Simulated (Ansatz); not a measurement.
Input and command of a plane-wave DFT calculation in Ansatz:

```yaml
crystal:
  lattice:
    - [3.0053885295, 0.0, 0.0]
    - [-1.5026942648, 2.6027428148, 0.0]
    - [0.0, 0.0, 14.7715733683]
  atoms:
    - { symbol: Ti, position: [0.3333333333, 0.6666666667, 0.8425038905] }
    - { symbol: Ti, position: [0.6666666667, 0.3333333333, 0.3425038905] }
    - { symbol: Ti, position: [0.6666666667, 0.3333333333, 0.1574961095] }
    - { symbol: Ti, position: [0.3333333333, 0.6666666667, 0.6574961095] }
    - { symbol: Ti, position: [0.0, 0.0, 0.0] }
    - { symbol: Ti, position: [0.0, 0.0, 0.5] }
    - { symbol: C, position: [0.6666666667, 0.3333333333, 0.9136328111] }
    - { symbol: C, position: [0.3333333333, 0.6666666667, 0.4136328111] }
    - { symbol: C, position: [0.6666666667, 0.3333333333, 0.5863671889] }
    - { symbol: C, position: [0.3333333333, 0.6666666667, 0.0863671889] }
basis:
  ecutwfc: 500
kpoints:
  mp_grid: { grid: [12, 12, 4] }
hamiltonian:
  xc: r2scan
scf:
  occupations: { method: gaussian, width: 0.1 }
output:
  forces: true
  stress: true
  eigenvalues: true
relax:
  adjacent_minimum: "off"
  f_tol: 0.01
  max_steps: 30
  cell: { stress_tol: 0.1, fix: [volume] }
```

```bash
ansatz run input.yaml --threads 2 --pin off --max-ram 5120MiB --backend cpu --events-out ev --progress --plain --runs-dir out
```

Processor: Intel(R) Xeon(R) Processor @ 2.50GHz (Skylake/Cascade Lake), 2 threads, on a host shared with other jobs.

Question: How long does it run, and how much memory does it take?

Answer: About 3.8 min on 2 threads of Intel(R) Xeon(R) Processor @ 2.50GHz (Skylake/Cascade Lake) (shared host), peak memory 0.92 GiB. It solves 54 bands at 57 k points (the mesh reduced by symmetry) with about 3005 plane waves, in 40 SCF iterations over 6 ionic steps.
